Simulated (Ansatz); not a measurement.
HfSi2:
```
CELL_PARAMETERS angstrom
      4.06063     0.00000     0.00000
     -2.03032     3.51661     0.00000
      0.00000     0.00000     3.47132
ATOMIC_POSITIONS crystal
  Hf 0.00000 0.00000 0.00000
  Si 0.33333 0.66667 0.50000
  Si 0.66667 0.33333 0.50000
```

Relaxed with PBE. Special points in fractions of this cell's reciprocal vectors: Γ (0.000, 0.000, 0.000); M (0.500, 0.000, 0.000); K (0.333, 0.333, 0.000); A (0.000, 0.000, 0.500); L (0.500, 0.000, 0.500); H (0.333, 0.333, 0.500).

Q: List the band energies nearest the Fermi level at these points for the program Ansatz at the PBE level (PAW).

A: In eV from the Fermi level; about four levels below and three above (degenerate sets whole), none deeper than 8.9 eV; points with the same levels are listed once.

```json
[
 {"k": "Γ", "below": "-4.42 -4.42 -2.22 -1.82 -1.14", "above": "0.39 0.39 1.79 1.79"},
 {"k": "M", "below": "-4.50 -3.96 -1.92", "above": "1.08 1.15 1.30"},
 {"k": "K", "below": "-7.39 -1.13 -1.13 -0.16", "above": "0.05 0.05 4.15"},
 {"k": "A", "below": "-2.47 -2.47 -0.70 -0.70", "above": "0.24 1.80 4.02"},
 {"k": "L", "below": "-5.17 -4.64 -4.36 -0.47", "above": "1.47 2.09 3.07"},
 {"k": "H", "below": "-5.24 -4.12 -4.12 -0.69", "above": "1.74 1.74 3.01 3.01"}
]
```

Space group P6/mmm. A made-up cell: these elements were put on the sites of a structure type; neither database checked (COD, Materials Project) lists it. COD files the formula under space group No. 63, so this cell is another polymorph or a model. Whether it is the stable phase at ambient conditions was not checked. The cell was relaxed with PBE under the symmetry of its start; whether a distortion lowers the energy is not shown. No spin polarisation was allowed. Spin–orbit coupling is left out wherever it is not named.

Potentials: the earlier of the program's two PAW sets.
